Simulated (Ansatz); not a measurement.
## W (bcc)

The computed numbers are results of LDA, scalar-relativistic (no spin polarisation) in the plane-wave PAW code Ansatz at 420 eV, Γ-centred 18×18×18 mesh, 0.05 eV Gaussian smearing; PAW files: Ansatz's generated set soft_2.

```cif
data_structure
_symmetry_space_group_name_H-M 'P 1'
_symmetry_Int_Tables_number 1
_cell_length_a 2.7156
_cell_length_b 2.7156
_cell_length_c 2.7156
_cell_angle_alpha 109.471
_cell_angle_beta 109.471
_cell_angle_gamma 109.471
_cell_volume 15.42
loop_
_atom_site_label
_atom_site_type_symbol
_atom_site_fract_x
_atom_site_fract_y
_atom_site_fract_z
_atom_site_occupancy
W1 W 0.00000 0.00000 0.00000 1
```

Q: Which orbitals carry the states at the Fermi level, and how many states are there?

A: Within 0.1 eV of it: W 5d 94 % (shares among the projected shells). The density of states at the Fermi level is about 0.43 states/eV per cell, averaged over 0.3 eV.

Density of states (tetrahedra, averaged over 0.4 eV; states/eV per cell of 1 atom; energy in eV from the Fermi level; projections on Löwdin-orthogonalised atomic orbitals, summed over sites):

```tsv
E	total	W 5d	W 6s	W 5p
-7.65	0.11	0.01	0.09	0.00
-7.25	0.14	0.02	0.11	0.00
-6.85	0.18	0.04	0.13	0.01
-6.45	0.42	0.21	0.19	0.01
-6.05	0.65	0.42	0.21	0.01
-5.65	0.77	0.57	0.18	0.01
-5.25	0.91	0.73	0.16	0.01
-4.85	1.09	0.94	0.13	0.02
-4.45	0.69	0.62	0.06	0.01
-4.05	0.36	0.33	0.02	0.01
-3.65	1.17	1.14	0.01	0.01
-3.25	1.75	1.69	0.02	0.02
-2.85	1.05	0.99	0.03	0.01
-2.45	1.03	0.93	0.06	0.01
-2.05	1.76	1.52	0.16	0.03
-1.65	1.08	0.94	0.09	0.01
-1.25	0.55	0.44	0.06	0.01
-0.85	0.39	0.30	0.04	0.00
-0.45	0.37	0.30	0.03	0.00
-0.05	0.42	0.36	0.02	0.00
0.35	0.67	0.60	0.02	0.00
0.75	0.73	0.68	0.02	0.00
1.15	0.83	0.80	0.02	0.00
1.55	1.01	0.97	0.01	0.00
1.95	1.05	1.02	0.01	0.00
2.35	1.14	1.10	0.01	0.00
2.75	1.17	1.13	0.02	0.00
3.15	2.26	2.14	0.10	0.00
3.55	0.97	0.78	0.14	0.00
3.95	0.61	0.46	0.11	0.00
4.35	0.50	0.36	0.08	0.00
4.75	0.45	0.33	0.07	0.00
5.15	0.42	0.31	0.07	0.00
5.55	0.32	0.21	0.06	0.00
5.95	0.28	0.17	0.07	0.00
```

Scalar-relativistic only: spin–orbit splittings of the heavy atoms' levels are missing.
